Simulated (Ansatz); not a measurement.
The start is a generated trial cell of W in the beta-W structure type. Cell shape, volume and atoms are optimised at zero target pressure with r2SCAN (plane waves to 500 eV, PAW, scalar-relativistic; Ansatz, a program for electronic structure). The first steps use a coarse 7×7×7 k-mesh.

The start:
```yaml
crystal:
  lattice:
    - [5.04941, 0.00000, 0.00000]
    - [0.00000, 5.04941, 0.00000]
    - [0.00000, 0.00000, 5.04941]
  atoms:
    - { symbol: W, position: [0.25000, 0.00000, 0.50000] }
    - { symbol: W, position: [0.75000, 0.00000, 0.50000] }
    - { symbol: W, position: [0.00000, 0.50000, 0.25000] }
    - { symbol: W, position: [0.00000, 0.50000, 0.75000] }
    - { symbol: W, position: [0.50000, 0.25000, 0.00000] }
    - { symbol: W, position: [0.50000, 0.75000, 0.00000] }
    - { symbol: W, position: [0.00000, 0.00000, 0.00000] }
    - { symbol: W, position: [0.50000, 0.50000, 0.50000] }
```

Problem. How does the volume per atom move from start to end?

Solution. +0.3 %, from 16.09 to 16.15 Å³/atom.

Problem. How do the shortest distances between atoms change?

Solution. The closest pairs of elements (up to four, under 3.6 Å), start → end: W–W 2.52 → 2.53 Å.

Problem. Is the relaxed structure metallic? Give its gap.

Solution. Zero (metallic).

The space group stays Pm-3n (No. 223) (the run could not lower it), with 8 atoms in the primitive cell. Final values are on a 9×9×9 k-mesh of the relaxed cell. No spin polarisation in the result.

The run could not lose the symmetry of its start; a randomly shaken copy of 8 atoms returns to this structure.

All atoms sit on sites fixed by symmetry, so only the cell could relax.

The relaxed structure here is a generated cell of W: the first start was made by placing the elements on the sites of a structure type, and the end was not matched to a known phase here, so it may be hypothetical. Known forms of W include space group No. 229.
